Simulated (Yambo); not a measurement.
**Optical response of SiC at +1 % isotropic strain**

```xyz
2
Lattice="0.0000 2.2003 2.2003 2.2003 0.0000 2.2003 2.2003 2.2003 0.0000" Properties=species:S:1:pos:R:3 pbc="T T T"
C      0.0000     0.0000     0.0000
Si     3.3005     3.3005     3.3005
```

Yambo, RPA with local fields on PBEsol bands; 16×16×16 mesh, 15 bands, 4 Ry local-field block, 0.2 eV broadening; field along x.

| E (eV) | Im ε | Re ε | Im ε, independent particles |
|---|---|---|---|
| 0.0 | 0.00 | 6.91 | 0.00 |
| 0.4 | 0.02 | 6.93 | 0.02 |
| 0.8 | 0.04 | 6.98 | 0.04 |
| 1.1 | 0.06 | 7.06 | 0.06 |
| 1.5 | 0.08 | 7.18 | 0.09 |
| 1.9 | 0.10 | 7.35 | 0.12 |
| 2.2 | 0.14 | 7.58 | 0.15 |
| 2.6 | 0.18 | 7.87 | 0.20 |
| 3.0 | 0.23 | 8.24 | 0.26 |
| 3.4 | 0.32 | 8.75 | 0.36 |
| 3.8 | 0.45 | 9.44 | 0.52 |
| 4.1 | 0.75 | 10.5 | 0.86 |
| 4.5 | 1.73 | 11.8 | 2.01 |
| 4.9 | 3.08 | 12.8 | 3.63 |
| 5.2 | 5.37 | 13.6 | 6.37 |
| 5.6 | 7.74 | 14.3 | 9.22 |
| 6.0 | 11.2 | 14.4 | 13.3 |
| 6.4 | 17.9 | 11.0 | 20.3 |
| 6.8 | 19.0 | 1.77 | 20.1 |
| 7.1 | 11.1 | -0.92 | 11.8 |
| 7.5 | 10.9 | 1.48 | 12.2 |
| 7.9 | 11.5 | 1.24 | 13.4 |
| 8.2 | 10.6 | -2.21 | 11.6 |
| 8.6 | 9.26 | -2.08 | 10.2 |
| 9.0 | 8.38 | -2.93 | 8.79 |
| 9.4 | 7.33 | -3.70 | 7.33 |
| 9.8 | 6.23 | -3.37 | 6.16 |
| 10.1 | 5.27 | -4.05 | 4.87 |
| 10.5 | 3.98 | -3.51 | 3.70 |
| 10.9 | 3.27 | -2.70 | 3.11 |
| 11.2 | 3.60 | -2.37 | 3.50 |
| 11.6 | 3.40 | -2.68 | 3.14 |
| 12.0 | 2.53 | -2.59 | 2.30 |
| 12.4 | 2.41 | -2.20 | 2.21 |
| 12.8 | 2.06 | -2.09 | 1.84 |
| 13.1 | 1.90 | -1.83 | 1.71 |
| 13.5 | 1.84 | -1.79 | 1.65 |
| 13.9 | 1.58 | -1.68 | 1.40 |
| 14.2 | 1.56 | -1.43 | 1.41 |
| 14.6 | 1.42 | -1.55 | 1.19 |
| 15.0 | 1.21 | -1.37 | 1.01 |
| 15.4 | 1.21 | -1.27 | 1.00 |
| 15.8 | 1.09 | -1.27 | 0.85 |
| 16.1 | 0.88 | -1.21 | 0.68 |
| 16.5 | 0.73 | -1.01 | 0.60 |
| 16.9 | 0.67 | -0.88 | 0.55 |
| 17.2 | 0.64 | -0.82 | 0.52 |
| 17.6 | 0.58 | -0.69 | 0.49 |
| 18.0 | 0.60 | -0.65 | 0.48 |
| 18.4 | 0.49 | -0.60 | 0.40 |
| 18.8 | 0.41 | -0.52 | 0.33 |
| 19.1 | 0.39 | -0.42 | 0.32 |
| 19.5 | 0.37 | -0.38 | 0.30 |
| 19.9 | 0.31 | -0.30 | 0.25 |

Structure narrower than a few tenths of an eV can come from the finite k mesh. Convergence of the RPA response with its 16×16×16 mesh was not tested. No excitonic effects at this level.

Geometry strained from the cell relaxed with PBEsol, atoms relaxed again.
